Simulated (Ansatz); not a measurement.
Relaxed Ga2Pt (fluorite type, space group Fm-3m):

```xyz
6
Lattice="0.0000 5.8693 5.8693 2.9346 0.0000 2.9346 2.9346 2.9346 0.0000" Properties=species:S:1:pos:R:3 pbc="T T T"
Ga     4.4019     4.4019     4.4019
Ga     4.4019     7.3366     7.3366
Ga     1.4673     1.4673     1.4673
Ga     1.4673     4.4019     4.4019
Pt     0.0000     0.0000     0.0000
Pt     2.9346     5.8693     2.9346
```

The atoms are displaced by Q × the pattern below (from a DFPT mode at L = (0.5, 0.0, 0.0), largest move 1; Q in Å), at fixed cell. It is one choice among 2 degenerate patterns. (q is in reciprocal vectors of the primitive cell; the cell shown is doubled to hold the pattern.)

```json
[
 {"atom": "Ga1", "x": "-0.285", "y": "0.520", "z": "-0.805"},
 {"atom": "Ga2", "x": "0.285", "y": "-0.520", "z": "0.805"},
 {"atom": "Ga3", "x": "0.285", "y": "-0.520", "z": "0.805"},
 {"atom": "Ga4", "x": "-0.285", "y": "0.520", "z": "-0.805"},
 {"atom": "Pt5", "x": "-0.155", "y": "0.283", "z": "-0.438"},
 {"atom": "Pt6", "x": "0.155", "y": "-0.283", "z": "0.438"}
]
```

Method: LDA (plane waves to 420 eV, PAW, scalar-relativistic; Ansatz, a quantum-chemistry and plane-wave program). k mesh 7×14×14 (Γ-centred), Fermi-Dirac smearing 0.05 eV. E stands for the smeared free energy. With partly filled bands, energies and forces of such displacements shift with the k mesh and the smearing. Ga2Pt is run without spin polarisation. Ga2Pt was relaxed with its symmetry unable to fall. Spin-orbit coupling is left out, though Pt is heavy. This is a high-temperature form of Ga2Pt. The zero of ΔE is the undisplaced structure.

Give the computed ΔE (meV/cell) at Q (Å) = -0.150, -0.120, -0.060, 0.030, 0.090.


| Q (Å) | ΔE (meV/cell) |
|---|---|
| -0.150 | 589 |
| -0.120 | 368 |
| -0.060 | 89 |
| 0.030 | 22 |
| 0.090 | 203 |

(A displaced cell: forces are minus the slopes of the energy, force constants its curvatures, and phonons follow from these.)
